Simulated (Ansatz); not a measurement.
CoIrPt in space group P3m1 (No. 156; Co on 1a, Pt on 1b, Ir on 1c), DFT-PBE in the program Ansatz with PAW potentials, all energies at zero smearing, with the estimated change up to a 700 eV cutoff added, with one set of potentials and settings (totals compare only within such a set). Cell of 3 atoms (1 Co, 1 Pt, 1 Ir): -29587.631 eV.

```
element                                reference phase  E (eV/atom)
-------  ---------------------------------------------  -----------
Co       P6_3/mmc, 2 atoms in the cell, spin-polarised   -5126.1613
Pt                          Fm-3m, 1 atoms in the cell  -12524.7059
Ir                          Fm-3m, 1 atoms in the cell  -11936.8363
```

Formation energy per atom, worked out: (-29587.631 − 1×(-5126.1613) − 1×(-12524.7059) − 1×(-11936.8363))/3 = 0.024 eV/atom (2 kJ per mol of atoms), at 0 K, without zero-point energy or fitted corrections.

The start of the workflow was typed in or built on a structure type; neither database checked (COD, Materials Project) lists it. Its standing as an ambient phase is unchecked. The PBE relaxation kept the symmetry of its start; whether a distortion lowers the energy is not shown. Magnetic state: ferromagnetic, the only order run, not a proven ground state. The references are the lowest solids computed at this level, not always the standard phases. Scalar-relativistic: spin–orbit coupling is off unless named, which matters more the heavier the elements.

Potentials: the earlier of the program's two PAW sets.
